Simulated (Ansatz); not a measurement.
AlN (zinc blende)

```
CELL_PARAMETERS angstrom
      0.00000     4.36982     4.36982
      2.18491     2.18491     4.36982
      2.18491     2.18491     0.00000
ATOMIC_POSITIONS crystal
  N  0.00000 0.75000 0.75000
  N  0.50000 0.75000 0.75000
  Al 0.00000 0.00000 0.00000
  Al 0.50000 0.00000 0.00000
```

The atoms are displaced by Q × the pattern below (from a DFPT mode at X = (0.5, 0.5, 0.0), largest move 1; Q in Å), at fixed cell. It is one choice among 2 degenerate patterns. (q is in reciprocal vectors of the primitive cell; the cell shown is doubled to hold the pattern.)

```
atom       x       y      z
----  ------  ------  -----
N1     0.000  -1.000  0.000
N2     0.000   1.000  0.000
Al3    0.338   0.000  0.000
Al4   -0.338   0.000  0.000
```

These are r2SCAN (plane waves to 500 eV, PAW, scalar-relativistic; Ansatz, a program for electronic structure) values and carry that method's errors. k mesh 13×13×13 (Γ-centred), Fermi-Dirac smearing 0.05 eV. E stands for the smeared free energy. AlN was relaxed with its symmetry unable to fall. The zero of ΔE is the undisplaced structure.

| Q (Å) | ΔE (meV/cell) |
|---|---|
| -0.180 | 915 |
| -0.150 | withheld |
| -0.120 | 404 |
| -0.090 | 227 |
| -0.060 | 101 |
| -0.030 | 25 |
| 0.000 | 0 |
| 0.030 | 25 |
| 0.060 | 101 |
| 0.090 | 227 |
| 0.120 | 404 |
| 0.150 | withheld |
| 0.180 | 915 |

Task: Fit an even polynomial form (powers 2, 4) to the given rows and predict ΔE at Q = 0.150.

Result: Least squares on the 11 given rows: ΔE = (27930)·Q² + (9462)·Q⁴, in meV/cell with Q in Å; root-mean-square residual 0.2 meV/cell. At 0.150 the fit gives 633 meV/cell; the calculation gives 633 meV/cell, the same to the digits shown. The quadratic term alone would give 628 meV/cell.

(For displaced atoms, the force is minus the slope of the energy, and its curvature is a force constant, which sets phonon frequencies.)
